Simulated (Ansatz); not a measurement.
Below is a relaxed structure of Bi3O. The cell was found from a structure generator's guess, not taken from experiment.

Method: DFT PBE, scalar-relativistic, plane waves, PAW (Ansatz 0.2.0). Cutoff 420 eV, Γ-centred mesh, Gaussian smearing, no spin polarisation.

```cif
data_structure
_symmetry_space_group_name_H-M 'P 1'
_symmetry_Int_Tables_number 1
_cell_length_a 4.9997
_cell_length_b 4.9997
_cell_length_c 4.9997
_cell_angle_alpha 93.880
_cell_angle_beta 93.880
_cell_angle_gamma 93.880
_cell_volume 124.08
loop_
_atom_site_label
_atom_site_type_symbol
_atom_site_fract_x
_atom_site_fract_y
_atom_site_fract_z
_atom_site_occupancy
Bi1 Bi 0.03443 0.52713 0.59858 1
Bi2 Bi 0.52713 0.59858 0.03443 1
Bi3 Bi 0.59858 0.03443 0.52713 1
O1 O 0.33967 0.33967 0.33967 1
```

Energies over the elements count from the elements' standard structures at the same level (O₂ as a molecule), with no fitted energy shifts.

Question: Find its symmetry and describe it.

Answer: R3 (No. 146). Conventional cell: a = 7.306 Å, c = 8.053 Å. Bi is surrounded by 1 O at 2.28 Å and 2 Bi at 3.16 Å; around O lie 3 Bi at 2.28 Å.

Question: What is its formation energy per atom?

Answer: −0.16 eV/atom. Whether it is stable depends on the other phases of the system, which aren't compared here.

Question: Is it a metal?

Answer: Yes, bands cross the Fermi level on the 12×12×12 mesh.

The last run used a 12×12×12 mesh for its 4-atom cell and Gaussian smearing of 0.10 eV. These runs have no spin–orbit coupling, which can matter for Bi. An odd number of electrons in the primitive cell allows no gap without spin; a larger cell or a magnetic state could open one. This cell was reached by moving the atoms of another relaxed cell at random and relaxing again, last within the group found; it had no such test of its own.
